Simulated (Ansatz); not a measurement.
In DFT-r²SCAN in the program Ansatz with PAW potentials, Se in the diamond structure (Fd-3m) relaxes to a = 6.287 Å. Se has 4 nearest neighbours from 2.72 Å (tetrahedral).

Electronic character: metallic (no gap). Gap from r²SCAN with spin–orbit coupling: none (metallic).

The bulk modulus is 42.0 GPa.

The start of the workflow was typed in or built on a structure type; neither database checked (COD, Materials Project) lists it. It is not the phase usual at ambient conditions (space group No. 152). The r²SCAN relaxation kept the symmetry of its start; its stability against distortions is not shown here. The volume moved by 26 % from the start of the relaxation. Scalar-relativistic: spin–orbit coupling is off unless named, which matters more the heavier the elements.

Potentials: the earlier of the program's two PAW sets.
